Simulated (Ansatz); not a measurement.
# Every step of a relaxation of Lu

DFT, PBEsol, PAW with Ansatz's default frozen-core files, scalar-relativistic (Ansatz 0.2.0); a Γ-centred 17×17×9 k mesh, Fermi–Dirac smearing of 0.05 eV, no spin polarisation. The run relaxes cell and atoms at a target pressure of 0 GPa.

Command: `ansatz run input.yaml --threads 1 --pin off --max-ram 3072MiB --backend cpu --events-out ev --progress --plain --runs-dir out` It took 97 s on 1 thread of Arm Neoverse V2, with other jobs on the host, peak memory 0.51 GiB.

PAW: frozen-core files, cutoff 420 eV; forces are relaxed below 0.003 eV/Å.

Each step lists its free energy a cell above the last geometry, the pressure, the cell vectors (Å), and Cartesian positions (Å) with forces (eV/Å).

The first step:

```
step 1  dF = 45.08 meV  P = -3.10 GPa
  cell 3.5031 0.0000 0.0000  -1.7515 3.0338 0.0000  0.0000 0.0000 5.5509
  Lu 0.0000 2.0225 1.3877   0.0000 0.0000 0.0000
  Lu 1.7515 1.0113 4.1632   0.0000 0.0000 0.0000
```

Spin–orbit coupling is left out, which matters for the heavy atoms. The PAW files were made under PBE.

**Question.** Where does the relaxation end, and by which steps?

**Answer.** After 4 geometries, with conventional a, b, c = 3.446, 3.446, 5.349 Å, at 27.500 Å³/atom (-6.77 % against the start) in space group P6_3/mmc, with a shortest distance of 3.333 Å. The further steps:
```
step 2  dF = 0.61 meV  P = 0.38 GPa
  cell 3.4316 0.0000 0.0000  -1.7158 2.9718 0.0000  0.0000 0.0000 5.3543
  Lu 0.0000 1.9812 1.3386   0.0000 0.0000 0.0000
  Lu 1.7158 0.9906 4.0157   0.0000 0.0000 0.0000
step 3  dF = 0.01 meV  P = -0.01 GPa
  cell 3.4450 0.0000 0.0000  -1.7225 2.9834 0.0000  0.0000 0.0000 5.3529
  Lu 0.0000 1.9889 1.3382   0.0000 0.0000 0.0000
  Lu 1.7225 0.9945 4.0147   0.0000 0.0000 0.0000
step 4  dF = 0.00 meV  P = 0.00 GPa
  cell 3.4458 0.0000 0.0000  -1.7229 2.9841 0.0000  0.0000 0.0000 5.3489
  Lu 0.0000 1.9894 1.3372   0.0000 0.0000 0.0000
  Lu 1.7229 0.9947 4.0117   0.0000 0.0000 0.0000
step 5  dF = 0.87 meV  P = -0.01 GPa  (same geometry on a basis chosen anew; earlier energies don't compare to the last digit)
  cell 3.4458 0.0000 0.0000  -1.7229 2.9841 0.0000  0.0000 0.0000 5.3489
  Lu 0.0000 1.9894 1.3372   0.0000 0.0000 0.0000
  Lu 1.7229 0.9947 4.0117   0.0000 0.0000 0.0000
```
